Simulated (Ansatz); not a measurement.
Sb (A7 type, space group R-3m)

Space group R-3m, hexagonal axes (No. 166); a = b = 4.329 Å, c = 11.350 Å, α = β = 90.00°, γ = 120.00°

| atom | site | symmetry | x | y | z |
|---|---|---|---|---|---|
| Sb | 6c | 3m | 0.0000 | 0.0000 | 0.2332 |
(The calculation used a cell of 2 atoms; values per cell refer to that cell.)

E(V) scan at fixed shape, V₀ the volume above. The atoms relax within the cell's symmetry.

The numbers are results of r2SCAN+rVV10 (plane waves to 500 eV, PAW, scalar-relativistic; Ansatz, a program for electronic structure), not measurements. k mesh 13×13×13 (Γ-centred), Fermi-Dirac smearing 0.05 eV. E stands for the smeared free energy. Sb was relaxed with its symmetry unable to fall. Spin-orbit coupling is left out, though Sb is heavy. The PAW data are Ansatz's earlier set. The zero of ΔE is the relaxed starting cell.

```json
[
 {"V (Å³/cell)": "57.70", "ΔE (eV/atom)": "…"},
 {"V (Å³/cell)": "58.63", "ΔE (eV/atom)": "0.009"},
 {"V (Å³/cell)": "59.55", "ΔE (eV/atom)": "0.004"},
 {"V (Å³/cell)": "60.47", "ΔE (eV/atom)": "0.001"},
 {"V (Å³/cell)": "61.39", "ΔE (eV/atom)": "0.000"},
 {"V (Å³/cell)": "62.31", "ΔE (eV/atom)": "0.001"},
 {"V (Å³/cell)": "63.23", "ΔE (eV/atom)": "0.004"},
 {"V (Å³/cell)": "64.15", "ΔE (eV/atom)": "0.008"},
 {"V (Å³/cell)": "65.07", "ΔE (eV/atom)": "0.014"}
]
```

### Question
Fill in the missing entries.

### Answer

- 57.70, ΔE (eV/atom): 0.017

(Under strain, the slope of the energy per volume gives the stress and its curvature an elastic modulus.)
